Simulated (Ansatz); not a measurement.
The relaxed structure here is a generated cell of Ca2SnSe4: the first start was made by placing the elements on the sites of a structure type, and the end was not matched to a known phase here, so it may be hypothetical.

A structure of Ca2SnSe4 relaxed with r2SCAN (plane waves to 500 eV, PAW, scalar-relativistic; Ansatz, an electronic-structure program); single points at other levels follow on the same geometry (Ansatz, PAW; HSE06 at 420 eV on a 2×3×3 k-mesh; no spin-orbit coupling). Space group Pnma (No. 62).

```
CELL_PARAMETERS angstrom
     14.57360     0.00000     0.00000
      0.00000     8.56837     0.00000
      0.00000     0.00000     6.84878
ATOMIC_POSITIONS crystal
  Ca 0.00000 0.00000 0.00000
  Ca 0.50000 0.00000 0.50000
  Ca 0.00000 0.50000 0.00000
  Ca 0.50000 0.50000 0.50000
  Ca 0.27080 0.25000 0.99045
  Ca 0.22920 0.75000 0.49045
  Ca 0.72920 0.75000 0.00955
  Ca 0.77080 0.25000 0.50955
  Sn 0.09163 0.25000 0.41053
  Sn 0.40837 0.75000 0.91053
  Sn 0.90837 0.75000 0.58947
  Sn 0.59163 0.25000 0.08947
  Se 0.09317 0.25000 0.77625
  Se 0.40683 0.75000 0.27625
  Se 0.90683 0.75000 0.22375
  Se 0.59317 0.25000 0.72375
  Se 0.43241 0.25000 0.24353
  Se 0.06759 0.75000 0.74353
  Se 0.56759 0.75000 0.75647
  Se 0.93241 0.25000 0.25647
  Se 0.17009 0.02013 0.24464
  Se 0.32991 0.97987 0.74464
  Se 0.82991 0.52013 0.75536
  Se 0.67009 0.47987 0.25536
  Se 0.82991 0.97987 0.75536
  Se 0.67009 0.02013 0.25536
  Se 0.17009 0.47987 0.24464
  Se 0.32991 0.52013 0.74464
```

| level | gap (eV) | kind | conduction minimum |
|---|---|---|---|
| r2SCAN | 2.16 | direct | Γ |
| HSE06 | 2.66 | – | Γ |

For this cell size the semilocal gaps come from the SCF mesh and high-symmetry points. No spin polarisation in the result.

The run could not lose the symmetry of its start, so the end can be a saddle point.
